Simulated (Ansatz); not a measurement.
Mo:
```cif
data_Mo2
_chemical_formula_sum 'Mo2'
_space_group_name_H-M_alt 'Im-3m'
_space_group_IT_number 229
_space_group_name_Hall '-I 4 2 3'
_cell_length_a 3.16045
_cell_length_b 3.16045
_cell_length_c 3.16045
_cell_angle_alpha 90.000
_cell_angle_beta 90.000
_cell_angle_gamma 90.000
loop_
_atom_site_label
_atom_site_type_symbol
_atom_site_symmetry_multiplicity
_atom_site_Wyckoff_symbol
_atom_site_fract_x
_atom_site_fract_y
_atom_site_fract_z
_atom_site_occupancy
Mo1 Mo 2 a 0.00000 0.00000 0.00000 1
```
(The calculation used a cell of 1 atom; values per cell refer to that cell.)

Relaxed with PBE.

Q: Which orbitals make up the states near the Fermi level in PBE in the plane-wave PAW code Ansatz?

A: Within 0.5 eV of the Fermi level: Mo 4d 89 %, Mo 5s 5 %. Projections are on Löwdin-orthogonalised atomic valence shells; empty p or d shells of many metals are not among them.

Q: Tabulate the density of states.

A: States/eV per cell of 1 atom, in 0.25 eV bins, energy from the Fermi level.

| E (eV) | total | Mo 4d | Mo 5s | Mo 4p |
|---|---|---|---|---|
| -7.35 | 0.00 | 0.00 | 0.00 | 0.00 |
| -7.10 | 0.02 | 0.00 | 0.02 | 0.00 |
| -6.85 | 0.04 | 0.00 | 0.03 | 0.00 |
| -6.60 | 0.05 | 0.00 | 0.05 | 0.00 |
| -6.35 | 0.07 | 0.00 | 0.06 | 0.00 |
| -6.10 | 0.09 | 0.00 | 0.07 | 0.00 |
| -5.85 | 0.10 | 0.01 | 0.09 | 0.00 |
| -5.60 | 0.13 | 0.01 | 0.10 | 0.00 |
| -5.35 | 0.23 | 0.09 | 0.13 | 0.01 |
| -5.10 | 0.70 | 0.49 | 0.19 | 0.01 |
| -4.85 | 1.03 | 0.75 | 0.25 | 0.01 |
| -4.60 | 1.15 | 0.89 | 0.23 | 0.02 |
| -4.35 | 1.40 | 1.16 | 0.21 | 0.02 |
| -4.10 | 1.48 | 1.27 | 0.18 | 0.02 |
| -3.85 | 1.36 | 1.21 | 0.12 | 0.02 |
| -3.60 | 0.77 | 0.69 | 0.06 | 0.01 |
| -3.35 | 1.08 | 1.05 | 0.02 | 0.01 |
| -3.10 | 1.94 | 1.89 | 0.01 | 0.02 |
| -2.85 | 1.85 | 1.80 | 0.02 | 0.02 |
| -2.60 | 1.18 | 1.14 | 0.03 | 0.01 |
| -2.35 | 0.97 | 0.91 | 0.04 | 0.01 |
| -2.10 | 1.02 | 0.92 | 0.07 | 0.01 |
| -1.85 | 1.83 | 1.61 | 0.16 | 0.03 |
| -1.60 | 1.89 | 1.65 | 0.18 | 0.03 |
| -1.35 | 0.95 | 0.81 | 0.10 | 0.01 |
| -1.10 | 0.63 | 0.51 | 0.08 | 0.01 |
| -0.85 | 0.55 | 0.45 | 0.06 | 0.01 |
| -0.60 | 0.52 | 0.43 | 0.05 | 0.01 |
| -0.35 | 0.52 | 0.44 | 0.04 | 0.00 |
| -0.10 | 0.57 | 0.49 | 0.04 | 0.00 |
| 0.15 | 0.78 | 0.71 | 0.03 | 0.00 |
| 0.40 | 0.96 | 0.89 | 0.03 | 0.00 |
| 0.65 | 1.07 | 1.00 | 0.03 | 0.00 |
| 0.90 | 1.22 | 1.16 | 0.02 | 0.00 |
| 1.15 | 1.37 | 1.32 | 0.02 | 0.00 |
| 1.40 | 1.33 | 1.30 | 0.01 | 0.00 |
| 1.65 | 1.60 | 1.57 | 0.01 | 0.00 |
| 1.90 | 1.48 | 1.45 | 0.02 | 0.00 |
| 2.15 | 1.80 | 1.76 | 0.03 | 0.00 |
| 2.40 | 2.25 | 2.15 | 0.07 | 0.00 |
| 2.65 | 1.10 | 0.97 | 0.09 | 0.00 |
| 2.90 | 0.86 | 0.74 | 0.09 | 0.00 |
| 3.15 | 0.74 | 0.61 | 0.10 | 0.00 |
| 3.40 | 0.68 | 0.55 | 0.10 | 0.00 |
| 3.65 | 0.64 | 0.51 | 0.09 | 0.00 |
| 3.90 | 0.55 | 0.43 | 0.10 | 0.00 |
| 4.15 | 0.39 | 0.27 | 0.10 | 0.00 |
| 4.40 | 0.31 | 0.18 | 0.10 | 0.00 |
| 4.65 | 0.32 | 0.18 | 0.10 | 0.00 |

The PBE relaxation kept the symmetry of its start. The run is not spin-polarised. Scalar-relativistic: spin–orbit coupling is off unless named, which matters more the heavier the elements.

Potentials: the later of the program's two PAW sets.
